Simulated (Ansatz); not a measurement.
GaSb:
```yaml
crystal:
  lattice:
    - [0.00000, 3.06572, 3.06572]
    - [3.06572, 0.00000, 3.06572]
    - [3.06572, 3.06572, 0.00000]
  atoms:
    - { symbol: Sb, position: [0.75000, 0.75000, 0.75000] }
    - { symbol: Ga, position: [0.00000, 0.00000, 0.00000] }
```

r²SCAN in the plane-wave PAW code Ansatz gives a gap of 0.42 eV without spin–orbit coupling, maximum at Γ, minimum at Γ.

**Question.** What happens when spin–orbit coupling is switched on?

**Answer.** The gap drops by 0.22 eV, to 0.20 eV; maximum at Γ, minimum at Γ.

**Question.** How large is the spin–orbit splitting of the valence top at Γ?

**Answer.** The fourfold level lies 0.70 eV above the split-off pair.

**Question.** Give the electron effective mass with spin–orbit coupling.

**Answer.** 0.014 mₑ (isotropic).

**Question.** Give the hole effective mass with spin–orbit coupling, band 1 of 2 at the edge.

**Answer.** 0.23 along [100], 0.42 along [110], 0.57 along [111] (mₑ).

**Question.** Give the hole effective mass with spin–orbit coupling, band 2 of 2 at the edge.

**Answer.** 0.015 along [100], 0.015 along [110], 0.015 along [111] (mₑ).

Space group F-43m (zinc blende). Symmetry was held in the r²SCAN relaxation.

Potentials: the later of the program's two PAW sets.
